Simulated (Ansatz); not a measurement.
Here is the system:

SrVHO2:
```cif
data_HO2SrV
_chemical_formula_sum 'Sr1 V1 O2 H1'
_space_group_name_H-M_alt 'P4/mmm'
_space_group_IT_number 123
_space_group_name_Hall '-P 4 2'
_cell_length_a 3.84470
_cell_length_b 3.84470
_cell_length_c 3.63248
_cell_angle_alpha 90.000
_cell_angle_beta 90.000
_cell_angle_gamma 90.000
loop_
_atom_site_label
_atom_site_type_symbol
_atom_site_symmetry_multiplicity
_atom_site_Wyckoff_symbol
_atom_site_fract_x
_atom_site_fract_y
_atom_site_fract_z
_atom_site_occupancy
Sr1 Sr 1 d 0.50000 0.50000 0.50000 1
V1 V 1 a 0.00000 0.00000 0.00000 1
O1 O 2 f 0.00000 0.50000 0.00000 1
H1 H 1 b 0.00000 0.00000 0.50000 1
```

This is the PBEsol-relaxed structure.

Task: All from DFT-PBEsol in the program Ansatz with PAW potentials, unless another level is named. Predict the highest zone-centre frequency.

Result: 1370 cm⁻¹.

Task: What about the Hill bulk and shear moduli?

Result: 153 and 96.5 GPa.

The start of the workflow was typed in or built on a structure type; neither database checked (COD, Materials Project) lists it. Its standing as an ambient phase is unchecked. The PBEsol relaxation kept the symmetry of its start; whether a distortion lowers the energy is not shown. The workflow began spin-polarised and lost its moments. No Hubbard U is applied. The compound may be a true metal, but semilocal functionals without U, or a wrong spin order, can also close a gap. As this level gives no gap, shear constants depend on the k-mesh and smearing (Fermi–Dirac, 0.1 eV here). As this level gives no gap, phonon frequencies hold no LO–TO term and depend on the k-mesh and smearing (Fermi–Dirac, 0.1 eV here). On the denser mesh and wider smearing of the elastic run this cell carries a stress of 0.4 GPa.

Potentials: the later of the program's two PAW sets.
